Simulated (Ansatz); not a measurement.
RuW:
```yaml
crystal:
  lattice:
    - [1.40345, -4.88623, 0.00000]
    - [1.40345, 4.88623, 0.00000]
    - [0.00000, 0.00000, 4.38896]
  atoms:
    - { symbol: W, position: [0.65844, 0.34156, 0.25000] }
    - { symbol: Ru, position: [0.91243, 0.08757, 0.25000] }
    - { symbol: W, position: [0.34156, 0.65844, 0.75000] }
    - { symbol: Ru, position: [0.08757, 0.91243, 0.75000] }
```

Relaxed with r²SCAN. Special points in fractions of this cell's reciprocal vectors: Γ (0.000, 0.000, 0.000); Y (-0.500, 0.500, 0.000); C0 (-0.271, 0.729, 0.000); Σ0 (0.271, 0.271, 0.000); Z (0.000, 0.000, 0.500); A0 (0.271, 0.271, 0.500); E0 (-0.271, 0.729, 0.500); T (-0.500, 0.500, 0.500); S (0.000, 0.500, 0.000); R (0.000, 0.500, 0.500).

Question: List the band energies nearest the Fermi level at these points for the program Ansatz at the r²SCAN level (PAW).

Answer: In eV from the Fermi level; about four levels below and three above (degenerate sets whole), none deeper than 8.9 eV; points with the same levels are listed once.

| k | below | above |
|---|---|---|
| Γ | -0.87 -0.64 -0.50 -0.42 | 0.81 1.07 1.62 |
| Y | -0.94 -0.72 -0.71 -0.61 | 0.34 1.32 3.46 |
| C0 | -1.93 -1.46 -1.24 -0.23 | 0.58 1.87 2.12 |
| Z | -1.36 -1.36 -0.58 -0.58 | 0.60 0.60 1.60 1.60 |
| A0 | -2.49 -2.49 -1.22 -1.22 | 0.62 0.62 0.92 0.92 |
| T | -0.88 -0.88 -0.61 -0.61 | 2.32 2.32 2.34 2.34 |
| S | -2.12 -1.84 -0.34 -0.22 | 0.63 1.88 2.26 |
| R | -2.02 -2.02 -0.22 -0.22 | 0.03 0.03 0.71 0.71 |

Space group Cmcm. The start of the workflow was typed in or built on a structure type; neither database checked (COD, Materials Project) lists it. Its standing as an ambient phase is unchecked. The r²SCAN relaxation kept the symmetry of its start; whether a distortion lowers the energy is not shown. The run is not spin-polarised. Its formation energy is positive at this level, so the cell may be metastable or incomplete. Spin–orbit coupling is left out wherever it is not named.

Potentials: the later of the program's two PAW sets.
